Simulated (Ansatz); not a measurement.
Here is the system:

Ru2C:
```cif
data_CRu2
_chemical_formula_sum 'C1 Ru2'
_space_group_name_H-M_alt 'P-3m1'
_space_group_IT_number 164
_space_group_name_Hall '-P 3 2"'
_cell_length_a 2.80680
_cell_length_b 2.80680
_cell_length_c 4.99797
_cell_angle_alpha 90.000
_cell_angle_beta 90.000
_cell_angle_gamma 120.000
loop_
_atom_site_label
_atom_site_type_symbol
_atom_site_symmetry_multiplicity
_atom_site_Wyckoff_symbol
_atom_site_fract_x
_atom_site_fract_y
_atom_site_fract_z
_atom_site_occupancy
C1 C 1 a 0.00000 0.00000 0.00000 1
Ru1 Ru 2 d 0.33333 0.66667 0.26431 1
```

This is the PBE-relaxed structure.

**Question.** All from PBE (plane waves, PAW; program Ansatz), unless another level is named. Give the electronic character.

**Answer.** metallic (no gap).

**Question.** Give the formation energy from the elements (no fitted shifts).

**Answer.** 0.50 eV/atom.

**Question.** Next, the density of states at the Fermi level?

**Answer.** 1.00 states/eV per atom (mean over ±0.08 eV).

**Question.** Predict the gap with spin–orbit coupling.

**Answer.** none (metallic).

A made-up cell: these elements were put on the sites of a structure type; neither database checked (COD, Materials Project) lists it. Whether it is the stable phase at ambient conditions was not checked. Symmetry was held in the PBE relaxation; whether a distortion lowers the energy is not shown. The run is not spin-polarised. The references are the lowest solids computed at this level, not always the standard phases. Spin–orbit coupling is left out wherever it is not named.

Potentials: the earlier of the program's two PAW sets.
